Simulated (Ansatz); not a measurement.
Given:

NiSi₂ (fluorite type, space group Fm-3m)

```xyz
3
Lattice="0.0000 2.6948 2.6948 2.6948 0.0000 2.6948 2.6948 2.6948 0.0000" Properties=species:S:1:pos:R:3 pbc="T T T"
Ni     0.0000     0.0000     0.0000
Si     1.3474     1.3474     1.3474
Si     4.0423     4.0423     4.0423
```

The volume is varied about the relaxed value V₀ at fixed cell shape. Symmetry pins the atoms to their sites.

Calculation: r2SCAN (plane waves to 500 eV, PAW, scalar-relativistic; Ansatz, a first-principles code). k mesh 15×15×15 (Γ-centred), Fermi-Dirac smearing 0.05 eV. E stands for the smeared free energy. Stress and pressure are positive under compression. NiSi2 is run without spin polarisation. NiSi2 was relaxed with its symmetry unable to fall. The PAW data are Ansatz's earlier set. ΔE is measured from the relaxed starting cell.

The scan covers V/V₀ from 0.940 to 1.060 in 9 points.

Task: What pressure does the cell carry at V/V₀ = 0.940?

Result: 11.5 GPa.

Task: What is ΔE at V/V₀ = 0.940?

Result: 27 meV/atom.

Task: What is ΔE at V/V₀ = 1.060?

Result: 22 meV/atom.

(A scan under strain: stresses follow from slopes of the energy per volume, elastic moduli from its curvatures.)
